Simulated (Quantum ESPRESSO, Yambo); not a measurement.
**BaO under isotropic strain**

```xyz
2
Lattice="0.0000 2.7428 2.7428 2.7428 0.0000 2.7428 2.7428 2.7428 0.0000" Properties=species:S:1:pos:R:3 pbc="T T T"
O      2.7428     2.7428     2.7428
Ba     0.0000     0.0000     0.0000
```

BaO (rock salt, space group Fm-3m, No. 225) under isotropic strain (on all lattice vectors), counted from the cell relaxed with PBEsol, atoms relaxed at each step. PBEsol (Quantum ESPRESSO, PseudoDojo norm-conserving, 84 Ry, scalar-relativistic); G0W0 and BSE in Yambo (4×4×4 Γ-centred k mesh, 98 bands and a 10 Ry block in the screening, 98 bands in G with the Bruneval-Gonze terminator, plasmon pole fitted at 27.2 eV; BSE 10×10×10 mesh, 3 valence and 1 conduction bands, static screening with 22 bands and a 4 Ry block, scissor from each state's G0W0).

```json
[
 {"strain (%)": "-3", "pressure (GPa)": "8.8", "PBEsol gap (eV)": "1.44", "kind": "direct", "G0W0 direct gap (eV)": "2.72 at X", "lowest vertical BSE state (eV)": "not resolved", "RPA ε∞ along x": "–"},
 {"strain (%)": "-1.5", "pressure (GPa)": "3.9", "PBEsol gap (eV)": "1.66", "kind": "direct", "G0W0 direct gap (eV)": "2.94 at X", "lowest vertical BSE state (eV)": "not resolved", "RPA ε∞ along x": "–"},
 {"strain (%)": "-0.7", "pressure (GPa)": "1.7", "PBEsol gap (eV)": "1.76", "kind": "direct", "G0W0 direct gap (eV)": "3.04 at X", "lowest vertical BSE state (eV)": "not resolved", "RPA ε∞ along x": "–"},
 {"strain (%)": "0", "pressure (GPa)": "0.0", "PBEsol gap (eV)": "1.84", "kind": "direct", "G0W0 direct gap (eV)": "3.13 at X", "lowest vertical BSE state (eV)": "not resolved", "RPA ε∞ along x": "–"},
 {"strain (%)": "+1", "pressure (GPa)": "-2.2", "PBEsol gap (eV)": "1.95", "kind": "direct", "G0W0 direct gap (eV)": "3.25 at X", "lowest vertical BSE state (eV)": "not resolved", "RPA ε∞ along x": "–"},
 {"strain (%)": "+2", "pressure (GPa)": "-4.0", "PBEsol gap (eV)": "2.05", "kind": "direct", "G0W0 direct gap (eV)": "3.35 at X", "lowest vertical BSE state (eV)": "not resolved", "RPA ε∞ along x": "–"}
]
```

Between -0.7 % and +1 % the direct gap at X has a volume deformation potential dE/dlnV of 3.7 eV in PBEsol; the block changes size in that range, so no G0W0 slope is given.

GW, BSE and RPA settings are held fixed; their convergence isn't established. Strains are linear. The screening block changes size along the series (169 vectors at -3 %, 169 vectors at -1.5 %, 169 vectors at -0.7 %, 181 vectors at +0 %, 181 vectors at +1 %, 181 vectors at +2 %), which puts steps into the G0W0 values.
